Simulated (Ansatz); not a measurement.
Given:

AlN:
```
AlN
1.0
    2.66749     0.00000     0.00000
    0.00000     2.66749     0.00000
    0.00000     0.00000     3.99967
Al N
1 1
Direct
  0.50000   0.50000   0.00000
  0.00000   0.00000   0.00000
```

This is the r²SCAN+D4-relaxed structure.

Question: All from plane-wave PAW r²SCAN+D4 (Ansatz code), unless another level is named. Estimate the band gap.

Answer: 0.76 eV (indirect).

Question: Next, the formation energy from the elements (no fitted shifts)?

Answer: -0.86 eV/atom.

Question: And the conduction-band minimum?

Answer: at Γ.

Space group P4/mmm. The cell is a constructed one: a structure type filled with these elements; neither database checked (COD, Materials Project) lists it. It is not the phase usual at ambient conditions (space group No. 186, 216). The cell was relaxed with r²SCAN+D4 under the symmetry of its start. At this level the phase is dynamically unstable (imaginary phonons). The references are the lowest solids computed at this level, not always the standard phases (solids in place of the gases).

Potentials: the later of the program's two PAW sets.
